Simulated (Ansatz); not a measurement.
Task: Name crystals whose computed values (DFT-PBE in the program Ansatz with PAW potentials) fall in these windows: electron conductivity mass (mₑ) 0.68 to 0.80; gap (eV) 1.6 to 2.2.

Result: 

```
crystal                          electron conductivity mass (mₑ)  gap (eV)
-------------------------------  -------------------------------  --------
HgS, P3_221 (Hg on 3a, S on 3b)                             0.74      1.83
```
Others may fit too.

Relaxed far from the usual cell of the phase: HgS, P3_221 (Hg on 3a, S on 3b). Weakly bound layers, chains or molecules computed without a dispersion correction, so cells and soft constants are ill determined: HgS, P3_221 (Hg on 3a, S on 3b). The cell was relaxed under the symmetry of its start. Spin–orbit coupling is left out wherever it is not named.

Potentials: the later of the program's two PAW sets.
